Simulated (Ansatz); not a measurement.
**Bi₂S₃: what a change does to the field gradients**

Base: an entry of the Crystallography Open Database (COD) whose atoms were relaxed with PBE, the cell held.

Space group Pnma (No. 62); a = 11.3450, b = 3.9940, c = 11.1930 Å.

```
site  Wyckoff  site symmetry       x       y       z
 Bi1       4c            .m.  0.4866  0.2500  0.3251
 Bi5       4c            .m.  0.3388  0.7500  0.0320
  S9       4c            .m.  0.2845  0.2500  0.1922
 S13       4c            .m.  0.5498  0.7500  0.1292
 S17       4c            .m.  0.3780  0.7500  0.4438
```

One atom of each set is listed.

All values are calculated (Ansatz; DFT, PBE, plane waves and PAW, scalar-relativistic, 420 eV cutoff, Γ-centred 3×7×3 k-points, Fermi–Dirac smearing 0.02 eV), not measured.

Problem. Variant: atom 16 (S) replaced by Se, ions relaxed, the cell held. What happens to the gradients (10²¹ V/m²)?

Solution. 

```csv
site,atoms alike,V_zz base,η base,V_zz variant,η variant
Bi1,1,7.66,0.99,6.32,0.74
Bi2,1,7.66,0.99,-7.64,0.89
Bi3,1,7.66,0.99,-8.07,0.95
Bi4,1,7.66,0.99,4.89,0.04
Bi5,1,-19.52,0.08,-14.05,0.10
Bi6,1,-19.52,0.08,-18.84,0.12
Bi7,1,-19.52,0.08,-20.1,0.05
Bi8,1,-19.52,0.08,-24.5,0.01
S9,1,-2.67,0.34,-2.38,0.04
S12,1,-2.67,0.34,-2.89,0.06
S13,1,4.24,0.94,4.39,0.91
S16,1,4.24,0.94,Se -10.85,0.75
S17,1,-8.90,0.16,-7.86,0.14
S20,1,-8.90,0.16,-8.22,0.18
```

The largest change of V_zz along a kept axis among the elements kept is on Bi5, from -19.52 to -14.05. In per cent, |V_zz| changes by -36 to +26 on Bi, -12 to +8 on S (all sites that start above 0.5, bar those whose gradient vanishes or changes sign or whose main axis turns by over 40°). Where |V_zz| stays above 0.1 and the axes keep their order, η moves most on Bi4, from 0.99 to 0.04. On Bi3, Bi2 the largest principal value lies along another axis in the second run, so the two V_zz can't be compared directly. The table leaves out 6 of the 20 sites, with |V_zz| up to 8.94; their tensors move by 0.27 at most along any direction. The statements above cover all sites. The number of symmetry-distinct sites goes from 5 to 20.

The Se atoms stand 3.99 Å apart, so this is an ordered compound, not a dilute alloy. The relaxation keeps the symmetry of the start, which can hold atoms on axes and η at zero.

Spin–orbit coupling is left out, which shifts gradients on Bi by a few per cent, and by more where contributions nearly cancel.
